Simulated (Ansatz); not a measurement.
## What DFT gives for CaB6

```yaml
crystal:
  lattice:
    - [4.17777, 0.00000, 0.00000]
    - [0.00000, 4.17777, 0.00000]
    - [0.00000, 0.00000, 4.17777]
  atoms:
    - { symbol: Ca, position: [0.50000, 0.50000, 0.50000] }
    - { symbol: B, position: [0.00000, 0.00000, 0.29300] }
    - { symbol: B, position: [0.00000, 0.00000, 0.70700] }
    - { symbol: B, position: [0.29300, 0.00000, 0.00000] }
    - { symbol: B, position: [0.70700, 0.00000, 0.00000] }
    - { symbol: B, position: [0.00000, 0.29300, 0.00000] }
    - { symbol: B, position: [0.00000, 0.70700, 0.00000] }
```

The numbers come from plane-wave PAW DFT (Ansatz): PBE, no spin polarisation, 420 eV, 6×6×6 Γ-centred k points, gaussian occupations (width 0.0597 eV). Nothing was relaxed.

- Charges: Bader charges in e: Ca +1.55, B -0.26. In the mean Ca gives up most and B takes most.
- Stress: The pressure is -1.4 GPa (compression positive), so with the atoms held at these fractions the cell would first shrink; the forces are large, so a full relaxation may end otherwise.
- Forces: The largest is on B4 (and as large on other atoms): 1.18 eV/Å, components (1.18, 0.00, 0.00). It makes 0° with the line to a nearest neighbour, B5 at 1.73 Å, pointing towards it.
- Electronic structure: The gap is 0.23 eV, direct at the points sampled.
- Formation energy: -0.40 eV an atom against the elements' usual phases (free molecules for gases, crystals otherwise, with no correction for O₂ or N₂), so it is bound against them; other compounds may still compete. Relaxing would lower it.

Origin: a database entry at a rescaled volume.
